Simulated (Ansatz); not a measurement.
MgS: zone-centre modes at 3.5 GPa

Computed with Ansatz 0.2.0, DFT r2SCAN+D3(BJ), scalar-relativistic, plane waves, PAW. Cutoff 500 eV, 8×8×8 k-points (Γ-centred), fixed occupations. No spin polarisation. Phonons by linear response, acoustic sum rule imposed.

The cell is fixed (symmetry leaves no force on the atoms) and stands under 3.5 GPa:
```
CELL_PARAMETERS angstrom
0.00000 2.76950 2.76950
2.76950 0.00000 2.76950
2.76950 2.76950 0.00000
ATOMIC_POSITIONS crystal
Mg 0.00000 0.00000 0.00000
S 0.25000 0.25000 0.25000
```

The cell is the ideal cubic zincblende prototype; this isn't the usual structure of the compound.

Task: Give the high-frequency dielectric tensor ε∞.

Result:
```
3.79 0.00 0.00
0.00 3.79 0.00
0.00 0.00 3.79
```

Task: Give the Born effective charges.

Result:
```json
{"atom": "Mg (atom 1)", "Z*xx": "1.86", "Z*yy": "1.86", "Z*zz": "1.86", "mean": "1.86"}
{"atom": "S (atom 2)", "Z*xx": "-1.86", "Z*yy": "-1.86", "Z*zz": "-1.86", "mean": "-1.86"}
```

Task: How large is the static dielectric tensor with the ions free to move, and what share of it is ionic?

Result:
```
5.9 0.0 0.0
0.0 5.9 0.0
0.0 0.0 5.9
```
The ions give 36 % of its trace.

Cost: 1 run of about 5.4 core-minutes, on Intel Xeon Processor @ 2.50GHz (Skylake/Cascade Lake) (shared hosts).